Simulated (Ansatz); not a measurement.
## Sn$_{3}$GeTe$_{4}$ (Cm) at 3 levels of theory

One geometry, relaxed with PBE; plane waves with PAW potentials in Ansatz, scalar-relativistic unless the row names spin-orbit coupling. No spin polarisation but for the spin–orbit row. Gaps are the least over mesh and band path; pressure is positive in compression.

Space group Cm (No. 8). a = 9.125 Å, b = 8.933 Å, c = 7.732 Å, α = 90.00°, β = 124.74°, γ = 90.00°
```tsv
atom	site	symmetry	x	y	z
Sn	4b	1	0.9918	0.7477	0.4976
Sn	2a	m	0.4855	0.5000	0.9847
Ge	2a	m	0.9612	0.5000	0.9818
Te	4b	1	0.7688	0.2592	0.0064
Te	2a	m	0.2618	0.5000	0.5002
Te	2a	m	0.7701	0.5000	0.5254
```

```tsv
level	cutoff (eV)	k mesh	gap (eV)	pressure (GPa)
PBE	420	6×6×6	0.15	0.0
PBE with spin-orbit coupling	420	6×6×6	0.07	0.0
LDA	420	6×6×6	0.14	-3.4
```

Spin-orbit coupling matters for the bands of heavy elements and enters only rows that name it.

The cell was found from a structure generator's guess, not taken from experiment.
